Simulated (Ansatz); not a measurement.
SbRuS in space group P2_1/c (No. 14; Sb on 4e, Ru on 4e, S on 4e), the program Ansatz at the PBE level (PAW), all energies at zero smearing, with the estimated change up to a 700 eV cutoff added, with one set of potentials and settings (totals compare only within such a set). Cell of 12 atoms (4 Sb, 4 Ru, 4 S): -53066.305 eV.

```
element                reference phase  E (eV/atom)
-------  -----------------------------  -----------
Sb           R-3m, 2 atoms in the cell   -6484.4916
Ru       P6_3/mmc, 2 atoms in the cell   -5878.6876
S           Fddd, 32 atoms in the cell    -902.0599
```

Formation energy per atom, worked out: (-53066.305 − 4×(-6484.4916) − 4×(-5878.6876) − 4×(-902.0599))/12 = -0.446 eV/atom (-43 kJ per mol of atoms), at 0 K, without zero-point energy or fitted corrections.

The workflow started from a Materials Project entry (that database holds measured and hypothetical structures alike); the Crystallography Open Database copy checked does not list it. Its standing as an ambient phase is unchecked. The PBE relaxation kept the symmetry of its start; its stability against distortions is not shown here. No spin polarisation was allowed. The references are the lowest solids computed at this level, not always the standard phases. Scalar-relativistic: spin–orbit coupling is off unless named, which matters more the heavier the elements.

Potentials: the later of the program's two PAW sets.
